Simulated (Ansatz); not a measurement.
ZnCdSe2:
```xyz
4
Lattice="4.1211 0.0000 0.0000 0.0000 4.1211 0.0000 0.0000 0.0000 5.9104" Properties=species:S:1:pos:R:3 pbc="T T T"
Zn     2.0606     2.0606     2.9552
Cd     0.0000     0.0000     0.0000
Se     0.0000     2.0606     4.2953
Se     2.0606     0.0000     1.6151
```

Tensor components refer to the Cartesian frame of this cell.

Question: Give the high-frequency dielectric tensor and the Born effective charge tensors of the independent atoms from DFPT, the program Ansatz at the PBEsol level (PAW).

Answer: 
ε∞:
```
7.85  0.00  0.00
0.00  7.85  0.00
0.00  0.00  7.80
```
Z* of atom 1 (Zn), rows: field, columns: displacement, in e:
```
2.19  0.00  0.00
0.00  2.19  0.00
0.00  0.00  1.86
```
Z* of atom 2 (Cd), rows: field, columns: displacement, in e:
```
2.11  0.00  0.00
0.00  2.11  0.00
0.00  0.00  2.38
```
Z* of atom 3 (Se), rows: field, columns: displacement, in e:
```
-2.29   0.00   0.00
 0.00  -2.01   0.00
 0.00   0.00  -2.12
```

Space group P-4m2. The first step of the workflow began from a Materials Project structure, measured or hypothetical; the Crystallography Open Database copy checked does not list it. Its standing as an ambient phase is unchecked. The cell was relaxed with PBEsol under the symmetry of its start; its stability against distortions is not shown here. Scalar-relativistic: spin–orbit coupling is off unless named, which matters more the heavier the elements.

Potentials: the later of the program's two PAW sets.
